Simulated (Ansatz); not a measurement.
Relaxed-ion elastic tensor of ScAl (CsCl type, space group No. 221) in GPa (Voigt order), DFT-PBEsol in the program Ansatz with PAW potentials; density 3.19 g/cm³, 18.70 Å³ per atom.

```
97.9  73.1  73.1   0.0   0.0   0.0
73.1  97.9  73.1   0.0   0.0   0.0
73.1  73.1  97.9   0.0   0.0   0.0
 0.0   0.0   0.0  95.1   0.0   0.0
 0.0   0.0   0.0   0.0  95.1   0.0
 0.0   0.0   0.0   0.0   0.0  95.1
```

Is the crystal mechanically stable?

Yes: the smallest eigenvalue of C is 24.8 GPa.

Work out the Voigt, Reuss and Hill averages.

K_V = 81.3, K_R = 81.3, K_H = 81.3; G_V = 62.0, G_R = 25.9, G_H = 44.0 GPa.

Give Young's modulus, Poisson's ratio, Pugh's ratio and the universal anisotropy index.

E = 9KG/(3K + G) = 112 GPa; ν = 0.27; K/G = 1.85 (near the Pugh limit of 1.75, no verdict); A_U = 5G_V/G_R + K_V/K_R − 6 = 6.96.

Estimate the sound speeds and the Debye temperature.

v_l = √((K + 4G/3)/ρ) = 6620 m/s, v_t = √(G/ρ) = 3710 m/s, mean 4130 m/s; Θ = (h/k)(3n/4πV)^(1/3) v_m = 463 K.

Give the Zener ratio and Young's modulus along [100], [110] and [111].

A = 2C44/(C11 − C12) = 7.67; 1/E = S11 − 2(S11 − S12 − S44/2)Γ with Γ = 0, 1/4, 1/3 gives 35.4, 93.3, 205 GPa.

Space group Pm-3m (CsCl type). The first step of the workflow began from a Materials Project structure, measured or hypothetical; the Crystallography Open Database copy checked does not list it. With Sc and Al taken as one species the cell has the higher symmetry Im-3m, so it may be an ordered model of a mixed-site phase. Its standing as an ambient phase is unchecked. The cell was relaxed with PBEsol under the symmetry of its start; of distortions, only those at the zone centre were tested. No spin polarisation was allowed. As this level gives no gap, shear constants depend on the k-mesh and smearing (Fermi–Dirac, 0.1 eV here).

Potentials: the later of the program's two PAW sets.
